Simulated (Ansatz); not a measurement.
AlAg (rock salt, Fm-3m), a = b = c = 5.3653 Å, α = β = γ = 90.00°; the cell used has 2 atoms.

Relaxed with r²SCAN.

Q: Tabulate the valence density and the electron localisation function along the shortest Ag–Al contact (2.68 Å), DFT-r²SCAN in the program Ansatz with PAW potentials.

A: 

```
distance from Ag (Å)  density (e/Å³)   ELF
--------------------  --------------  ----
0.27                           16.27  0.77
0.40                           11.77  0.67
0.54                            7.42  0.58
0.67                            4.04  0.49
0.80                            1.92  0.39
0.94                            0.89  0.30
1.07                            0.51  0.26
1.21                            0.35  0.29
1.34                            0.28  0.40
1.48                            0.25  0.54
1.61                            0.23  0.66
1.74                            0.22  0.69
1.88                            0.20  0.60
2.01                            0.16  0.33
2.15                            0.11  0.10
2.28                            0.08  0.04
2.41                            0.07  0.20
```

The density is the valence pseudo-density with augmentation charge, so density and ELF within about 1 Å of a nucleus are not all-electron values.

The start of the workflow was typed in or built on a structure type; neither database checked (COD, Materials Project) lists it. Its standing as an ambient phase is unchecked. The cell was relaxed with r²SCAN under the symmetry of its start. At this level the phase is mechanically unstable. No spin polarisation was allowed. The volume moved by 21 % from the start of the relaxation. Its formation energy is positive at this level, so the cell may be metastable or incomplete.

Potentials: the later of the program's two PAW sets.
